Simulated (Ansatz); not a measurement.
HfO$_{2}$: opening a crack plane

HfO$_{2}$, Fm-3m, a = 5.058 Å. This isn't the usual stable structure of the compound. Ansatz: r2SCAN, PAW, 500 eV, Γ-centred 7×7×3 mesh on 9 atoms, Gaussian smearing 0.05 eV; no spin polarisation. One cut on (111) per cell of 9 atoms is opened rigidly by x, between planes of O and O that stand 1.46 Å apart; y is the energy per area (11.079 Å², 1 eV/Å² = 16.02 J/m²).

```tsv
x (Å)	y (J/m²)
0.00	0.000
0.25	0.337
0.50	0.873
0.75	1.319
1.00	?
1.50	2.003
2.00	2.170
3.00	2.280
4.50	2.302
6.00	2.304
```

Problem. Fit the universal binding curve y = W[1 − (1 + x/l) e^(−x/l)] to the other rows, give the peak stress, and predict the missing value.

Solution. Least squares gives W = 2.28 J/m² and l = 0.386 Å. The stress dy/dx peaks at x = l with W/(e l) = 21.7 GPa, for rigid faces. At x = 1.00: x/l = 2.591, y = 1.666 J/m². The run gave 1.638 J/m², so the fit is 0.028 J/m² too high, within twice the rms miss on the fitted rows (0.026 J/m²).

Spin–orbit coupling is left out, which can shift energies with elements as heavy as these.

Cost: 12 runs of about 5.3 core-minutes in all, on Intel Xeon Processor @ 2.70GHz (shared hosts).